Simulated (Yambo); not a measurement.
Yambo run on TiO₂ (space group Imma, No. 74). The wavefunctions come from this Quantum ESPRESSO step (LDA, PseudoDojo standard norm-conserving files, scalar-relativistic):

```
&CONTROL
  calculation = 'nscf'
  pseudo_dir = './pseudo'
  outdir = './out'
/
&SYSTEM
  ibrav = 0
  nat = 12
  ntyp = 2
  ecutwfc = 84.0
  ecutrho = 336.0
  occupations = 'fixed'
  force_symmorphic = .true.
  nbnd = 211
/
&ELECTRONS
  conv_thr = 1.2000000000000002e-08
  diago_full_acc = .true.
  diago_thr_init = 1e-08
/
ATOMIC_SPECIES
O 15.9990 O.upf
Ti 47.8670 Ti.upf
CELL_PARAMETERS angstrom
 -2.973160000000   3.287370000000   3.287400000000
  2.973160000000  -3.287370000000   3.287400000000
  2.973160000000   3.287370000000  -3.287400000000
ATOMIC_POSITIONS crystal
O   0.304920000000   0.304770000000   0.499850000000
O   0.695080000000   0.695230000000   0.500150000000
O   0.304920000000   0.805070000000   0.000150000000
O   0.695080000000   0.194930000000   0.999850000000
O   0.195480000000   0.250380000000   0.945100000000
O   0.804520000000   0.749620000000   0.054900000000
O   0.805280000000   0.250380000000   0.554900000000
O   0.194720000000   0.749620000000   0.445100000000
Ti   0.504760000000   0.754760000000   0.750000000000
Ti   0.495240000000   0.245240000000   0.250000000000
Ti   0.000000000000   0.000000000000   0.500000000000
Ti  -0.000000000000   0.500000000000  -0.000000000000
K_POINTS automatic
2 2 2 0 0 0
```

Yambo input:

```
rim_cut
gw0
dyson
el_el_corr
HF_and_locXC
ppa
em1d
RandQpts= 1000000
RandGvec= 1 Ry
EXXRLvcs= 84 Ry
VXCRLvcs= 336 Ry
Chimod= "HARTREE"
% BndsRnXp
 5 | 210 |
%
NGsBlkXp= 7 Ry
% LongDrXp
 1.0 | 1.0 | 1.0 |
%
PPAPntXp= 27.2114 eV
% GbndRnge
 1 | 210 |
%
GTermKind= "BG"
DysSolver= "n"
ExtendOut
% QPkrange
 1 | 1 | 48 | 49 |
 2 | 2 | 48 | 49 |
 4 | 4 | 48 | 49 |
 5 | 5 | 48 | 49 |
 6 | 6 | 48 | 49 |
%
```

k points by index: 1 = Γ, 2 = (0, 0, -0.5), 4 = (0, -0.5, -0.5), 5 = (-0.5, -0.5, -0.5), 6 = (-0.5, 1, 0).

Resulting energies as the program prints them:

```
#    K-point    Band    Eo [eV]    E [eV]    E-Eo [eV]    Vxc [eV]    Vnlxc [eV]    Sc|Eo [eV]    Sc|E [eV]    dSc/dw|Eo [eV]    Re(Z)    Im(Z)
#
    1    48    0.000000    -0.057897    -0.057897    -20.11344    -24.88180    4.692060    4.710462    -8.630698    0.759200    -0.001399
    1    49    1.779474    3.193292    1.413818    -20.04800    -11.96987    -6.247927    -6.664313    -8.013013    0.772512    -0.001591
    2    48    -0.624835    -0.738240    -0.113405    -19.64643    -24.56212    4.766538    4.802288    -8.568719    0.760515    -0.001349
    2    49    2.182401    3.522783    1.340382    -20.07991    -12.14047    -6.190154    -6.599059    -8.299879    0.766270    -0.001902
    4    48    -0.716469    -0.849291    -0.132822    -19.40213    -24.39546    4.818529    4.860508    -8.592206    0.760016    -0.001345
    4    49    1.814874    3.138819    1.323946    -19.58168    -11.70235    -6.164465    -6.555389    -8.033585    0.772061    -0.001635
    5    48    -1.074214    -1.228761    -0.154546    -20.03080    -24.88684    4.654714    4.701492    -8.230193    0.767779    -0.001263
    5    49    1.808229    3.200976    1.392746    -20.02781    -12.11040    -6.117120    -6.524665    -7.961553    0.773642    -0.001559
    6    48    -0.716469    -0.849198    -0.132728    -19.40213    -24.39547    4.818660    4.860610    -8.592492    0.760010    -0.001345
    6    49    1.814874    3.138825    1.323952    -19.58168    -11.70235    -6.164463    -6.555385    -8.033532    0.772062    -0.001635
```
(The two width columns are left out.) Convergence of these settings isn't established.

Geometry of the Materials Project entry, not relaxed at this level.

This is not the ordinary phase of the substance; no match was found in the copy of COD used, and its stability was not checked.
